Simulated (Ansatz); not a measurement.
TlCl:
```xyz
2
Lattice="3.6941 0.0000 0.0000 0.0000 3.6941 0.0000 0.0000 0.0000 3.6941" Properties=species:S:1:pos:R:3 pbc="T T T"
Tl     0.0000     0.0000     0.0000
Cl     1.8471     1.8471     1.8471
```

Tensor components refer to the Cartesian frame of this cell.

Problem. Give the high-frequency dielectric tensor and the Born effective charge tensors of the independent atoms from DFPT, DFT-LDA in the program Ansatz with PAW potentials.

Solution. 
ε∞:
```
6.35  0.00  0.00
0.00  6.35  0.00
0.00  0.00  6.35
```
Z* of atom 1 (Tl), rows: field, columns: displacement, in e:
```
2.17  0.00  0.00
0.00  2.17  0.00
0.00  0.00  2.17
```
Z* of atom 2 (Cl), rows: field, columns: displacement, in e:
```
-2.17   0.00   0.00
 0.00  -2.17   0.00
 0.00   0.00  -2.17
```

Space group Pm-3m (CsCl type). The LDA relaxation kept the symmetry of its start. The volume moved by -15 % from the start of the relaxation. The volume fell by over 15 % from the filed cell, which may lack light atoms or belong to other conditions. Scalar-relativistic: spin–orbit coupling is off unless named, which matters more the heavier the elements.

Potentials: the later of the program's two PAW sets.
